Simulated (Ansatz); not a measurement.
# Straining LiHPd

Computed with DFT PBEsol, scalar-relativistic, plane waves, PAW in Ansatz. (420 eV cutoff, 16×16×10 k-mesh, Gaussian smearing of 0.10 eV, no spin polarisation)

The relaxed crystal:

```
Li H Pd
1.0
     2.75403    0.00000    0.00000
     0.00000    2.75403    0.00000
     0.00000    0.00000    3.93753
Li H Pd
1 1 1
Direct
  0.50000 0.50000 0.50000
  0.50000 0.50000 0.00000
  0.00000 0.00000 0.00000
```

Deformation: shear that moves c along a by the strain times its height over the a-b plane, the cell held and the atoms relaxed, all within the symmetry that the strain leaves. Energies are extrapolated to zero smearing. Stress is positive in compression, on the Cartesian axes of the cell above. On this cell's mesh the reference holds a stress of up to 0.13 GPa.

| strain (%) | ΔE (meV/atom) | a (Å) | b (Å) | c (Å) | σxx (GPa) | σyy (GPa) | σzz (GPa) | σyz (GPa) | σxz (GPa) | σxy (GPa) |
| --- | --- | --- | --- | --- | --- | --- | --- | --- | --- | --- |
| +0.0 | 0.0 | 2.754 | 2.754 | 3.938 | 0.05 | 0.05 | -0.13 | 0.00 | 0.00 | 0.00 |
| +1.0 | 0.1 | 2.754 | 2.754 | 3.938 | 0.05 | 0.06 | -0.12 | 0.00 | -0.30 | 0.00 |
| +2.0 | 0.4 | 2.754 | 2.754 | 3.938 | 0.05 | 0.07 | -0.10 | 0.00 | -0.59 | 0.00 |
| +3.0 | ? | 2.754 | 2.754 | 3.939 | ? | ? | ? | ? | ? | ? |
| +4.0 | ? | 2.754 | 2.754 | 3.941 | ? | ? | ? | ? | ? | ? |
| +6.0 | 3.3 | 2.754 | 2.754 | 3.945 | -0.01 | 0.21 | 0.15 | 0.00 | -1.76 | 0.00 |

Task: Fill in the row at +3.0 %.

Result: ΔE 0.8 meV/atom; σxx 0.04 GPa; σyy 0.09 GPa; σzz -0.06 GPa; σyz 0.00 GPa; σxz -0.89 GPa; σxy 0.00 GPa.

Task: Fill in the row at +4.0 %.

Result: ΔE 1.5 meV/atom; σxx 0.02 GPa; σyy 0.12 GPa; σzz -0.01 GPa; σyz 0.00 GPa; σxz -1.18 GPa; σxy 0.00 GPa.